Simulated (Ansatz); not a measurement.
NaF:
```
NaF
1.0
    0.00000     2.25151     2.25151
    2.25151     0.00000     2.25151
    2.25151     2.25151     0.00000
Na F
1 1
Direct
  0.00000   0.00000   0.00000
  0.50000   0.50000   0.50000
```

Relaxed with the program Ansatz at the LDA level (PAW). Indices refer to the conventional cell of Fm-3m, a = 4.5030 Å, b = 4.5030 Å, c = 4.5030 Å, α = 90.00°, β = 90.00°, γ = 90.00°.

Task: Simulate the powder diffraction pattern (Ag Kα, λ = 0.560885 Å; lines above 1 %) up to 2θ = 30°.

Result: Simulated powder pattern, Ag Kα, λ = 0.560885 Å (kinematic, ideal powder, no thermal factors, no anomalous dispersion; the 30 strongest lines at most, above 1 %, up to 2θ = 30°):

```csv
2θ (°),d (Å),I/Imax (%),hkl
12.39,2.600,2.2,(111)
14.31,2.252,100,(200)
20.29,1.592,63,(220)
23.84,1.358,2.1,(311)
24.92,1.300,19,(222)
28.85,1.126,7.7,(400)
```

The LDA relaxation kept the symmetry of its start; phonons on a q-mesh show no instability.

Potentials: the later of the program's two PAW sets.
